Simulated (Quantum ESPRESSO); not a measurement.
Band energies of C

```
C
1.0
    1.23319     0.71198     8.28262
   -1.23319     0.71198     8.28262
    0.00000    -1.42397     8.28262
C
4
Cartesian
  0.00000   0.00000  22.68186
  0.00000   0.00000   2.16599
  0.00000   0.00000   6.11637
  0.00000   0.00000  18.73148
```

LDA (pw.x of Quantum ESPRESSO, ONCV potentials, without SOC); path ΓLB1,BZΓX,QFP1Z,LP; energies in eV from the valence-band maximum.

| k (1/Å) | point | band 4 | band 5 | band 6 | band 7 | band 8 | band 9 | band 10 | band 11 |
|---|---|---|---|---|---|---|---|---|---|
| 0.00 | Γ | -7.25 | -2.96 | -2.96 | -2.96 | -2.96 | 2.87 | 6.45 | 8.41 |
| 0.63 |  | -6.36 | -6.35 | -5.99 | -4.61 | -4.60 | 4.31 | 7.52 | 8.23 |
| 1.37 |  | -12.60 | -6.32 | -6.32 | -2.66 | -2.30 | 1.71 | 2.18 | 7.58 |
| 1.48 | L | -13.08 | -6.35 | -6.35 | -2.46 | -2.12 | 1.46 | 1.95 | 7.57 |
| 2.13 |  | -12.21 | -9.79 | -9.78 | -1.03 | -0.72 | 0.82 | 1.07 | 10.00 |
| 2.35 | B1 | -12.22 | -10.53 | -10.51 | -0.16 | 0.00 | 0.07 | 0.36 | 9.74 |
| 2.35 | B | -12.22 | -10.53 | -10.51 | -0.16 | 0.00 | 0.07 | 0.36 | 9.74 |
| 2.66 |  | -10.76 | -9.36 | -9.34 | -2.18 | -2.02 | 2.10 | 2.37 | 9.81 |
| 3.40 |  | -6.23 | -6.02 | -6.01 | -5.02 | -5.01 | 5.43 | 5.79 | 8.22 |
| 4.02 | Z | -7.50 | -2.96 | -2.96 | -2.96 | -2.96 | 4.08 | 4.46 | 8.40 |
| 4.15 |  | -7.41 | -2.96 | -2.96 | -2.96 | -2.96 | 3.51 | 5.19 | 8.40 |
| 4.40 | Γ | -7.25 | -2.96 | -2.96 | -2.96 | -2.96 | 2.87 | 6.45 | 8.41 |
| 4.81 |  | -6.73 | -4.47 | -4.46 | -3.88 | -3.88 | 3.44 | 6.97 | 8.71 |
| 5.51 |  | -9.30 | -7.93 | -7.92 | -4.04 | -3.51 | 4.13 | 4.28 | 7.19 |
| 6.11 | X | -12.27 | -10.54 | -10.52 | -0.10 | -0.02 | 0.10 | 0.29 | 9.73 |
| 6.11 | Q | -12.27 | -10.54 | -10.52 | -0.10 | -0.02 | 0.10 | 0.29 | 9.73 |
| 6.74 |  | -12.98 | -6.86 | -6.85 | -2.25 | -2.05 | 1.53 | 1.80 | 8.22 |
| 6.95 | F | -13.08 | -6.35 | -6.35 | -2.39 | -2.19 | 1.55 | 1.84 | 7.54 |
| 6.95 | P1 | -13.05 | -6.35 | -6.35 | -2.41 | -2.19 | 1.53 | 1.89 | 7.55 |
| 7.34 |  | -10.17 | -5.91 | -5.90 | -4.19 | -4.02 | 4.02 | 4.34 | 7.72 |
| 8.01 |  | -7.01 | -4.44 | -4.43 | -3.73 | -3.72 | 4.59 | 4.97 | 8.48 |
| 8.40 | Z | -7.50 | -2.96 | -2.96 | -2.96 | -2.96 | 4.08 | 4.46 | 8.41 |
| 8.40 | L | -13.08 | -6.35 | -6.35 | -2.46 | -2.12 | 1.46 | 1.95 | 7.57 |
| 8.65 | P | -13.05 | -6.35 | -6.35 | -2.41 | -2.19 | 1.53 | 1.89 | 7.55 |

The LDA gap is direct, 0.07 eV at B1.

Geometry of the Materials Project entry, not relaxed at this level.

This is not the ordinary phase of the substance.

The distance between layers or molecules is the database entry's, not relaxed here. Functionals without dispersion can leave it too large, which widens gaps and weakens the response across layers: the numbers belong to this cell.
